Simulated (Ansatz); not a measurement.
The cell is a database entry far from equilibrium at this level of theory, probably a faulty or high-pressure entry; it serves as a test geometry alone. The listed cell was then made from it by scaling, straining or moving an atom.

An input for Tc: DFT, PBEsol, all-electron PAW with datasets made for the crystal, scalar-relativistic (Ansatz 0.2.0).

Command: `ansatz run input.yaml --threads 1 --pin off --max-ram 3072MiB --backend cpu --events-out ev --progress --plain --runs-dir out` The run took 10 s on 1 thread of Intel(R) Xeon(R) 6975P-C (Granite Rapids) (shared host), peak memory 0.6 GiB.

```yaml
crystal:
  lattice:
    - [0.0, 1.9305, 1.95]
    - [1.9305, 0.0, 1.95]
    - [1.9305, 1.9305, 0.0]
  atoms:
    - { symbol: Tc, position: [0.0, 0.0, 0.0] }
kpoints:
  mp_grid: { grid: [18, 18, 18] }
scf:
  occupations: { method: fermi_dirac, width: 0.03 }
hamiltonian:
  xc: pbesol
  pseudopotentials: { kind: all_electron, datasets: crystal }
output:
  forces: true
  stress: true
  eigenvalues: true
  efg: { contact_densities: true }
```

Set-up and iterations as logged by Ansatz (the results part is left out, to be predicted):

```
hamiltonian.pseudopotentials.datasets: crystal makes datasets for this crystal and solves the spheres of its atoms anew in each pass: cutoff 300.0 eV, the density's 1200.0 eV; for an error of 0.50 meV an atom under PBE, 0.5 meV for the cell; an energy difference from a run of another recipe may be off by several times the error for the cell, under r2SCAN by more, where some 0.1 meV an atom stays at smaller errors; Tc in spheres of 1.360 Å, 7 of its electrons in bands, 8 on its site; only band paths and densities of states list, in semicore columns, the levels of the semicore shells that are solved separately: 4s of Tc, 4p of Tc
Engine: ansatz 0.2.0
Pseudopotentials: kind: all_electron
Pseudopotential: Tc, paw, valence charge 15, recommended cutoff 300 eV (normal), Koelling and Harmon's equation, gaussian nucleus
Functional definition: PBEsol
  exchange = pbesol_x
  correlation = pbesol_c
Crystal: 1 atoms, lattice volume = 14.535 Å³
Basis set: ecut = 300 eV, 169 PW (Γ), exchange–correlation on 32×32×32 points (8 copies of the dense FFT grid, shifted against one another)
Bands: 8, of which v1, the nominal top of the filled ones, is band 4 counted from 1 (3 counted from 0)
Symmetry: 16 space group operations
Space group: I4/mmm (ITA 139), of the structure as read, at distance tolerance 2.4e-5 Å
k-points: 480 of 5832
Non-local potential: Tc, projectors of the file, l = 0: 1, l = 1: 1, l = 2: 2
PAW form: soft (Blöchl's): semilocal exchange-correlation on the pseudo side does not see the compensation charge
PAW one-centre angular grid: Tc, 590 points (default); XC on its mesh's 1879 points in the sphere
Initial density: superposition of atomic densities (neutral atoms: chi_scale 0, normalization atom)
Initial wavefunctions: pseudopotential atomic-orbital guess
Functional: x = pbesol(κ = 0.804, μ = 0.12345679012345678), c = pbesol(β = 0.046)
iter 1 solved again at ethr=4.31e-2 eV; its pass at ethr=1.00e-1 eV (dr2=3.02e0 eV) is discarded
SCF iter   1: F=—  HF=-116566.866645 eV  |F-HF|=—  |Δ(HF+E_count)|=         —  Δρ=1.48e-1  dr2=3.11e0  ethr=4.31e-2  ⟨swp⟩=2.1  Hψ=23883  notcnv=0
iter 2 solved again at ethr=3.94e-4 eV; its pass at ethr=4.31e-2 eV (dr2=2.76e-2 eV) is discarded
SCF iter   2: F=—  HF=-116566.001301 eV  |F-HF|=—  |Δ(HF+E_count)|=   8.65e-1  Δρ=1.66e-2  dr2=2.66e-2  ethr=3.94e-4  ⟨swp⟩=3.6  Hψ=17421  notcnv=0  defer=111
SCF iter   3: F=—  HF=-116565.966552 eV  |F-HF|=—  |Δ(HF+E_count)|=   3.47e-2  Δρ=6.06e-3  dr2=3.09e-3  ethr=3.80e-4  ⟨swp⟩=2.2  Hψ=7790  notcnv=0  defer=55
SCF iter   4: F=—  HF=-116565.958325 eV  |F-HF|=—  |Δ(HF+E_count)|=   8.23e-3  Δρ=5.24e-4  dr2=8.51e-6  ethr=4.42e-5  ⟨swp⟩=2.2  Hψ=11002  notcnv=0  defer=7
SCF iter   5: F=—  HF=-116565.958698 eV  |F-HF|=—  |Δ(HF+E_count)|=   3.73e-4  Δρ=1.63e-4  dr2=2.27e-6  ethr=1.22e-7  ⟨swp⟩=3.0  Hψ=10607  notcnv=0
SCF iter   6: F=—  HF=-116565.958698 eV  |F-HF|=—  |Δ(HF+E_count)|=   2.51e-7  Δρ=2.03e-5  dr2=1.70e-8  ethr=3.24e-8  ⟨swp⟩=2.1  Hψ=5675  notcnv=0
SCF iter   7: F=-116565.958698 eV  HF=-116565.958698 eV  |F-HF|=3.55e-9  |Δ(HF+E_count)|=   4.23e-9  Δρ=7.17e-6  dr2=4.55e-9  ethr=2.43e-10  ⟨swp⟩=3.0  Hψ=7322  notcnv=0
```

Question: What pressure will this run report?

Answer: -9.76 GPa (positive in compression).
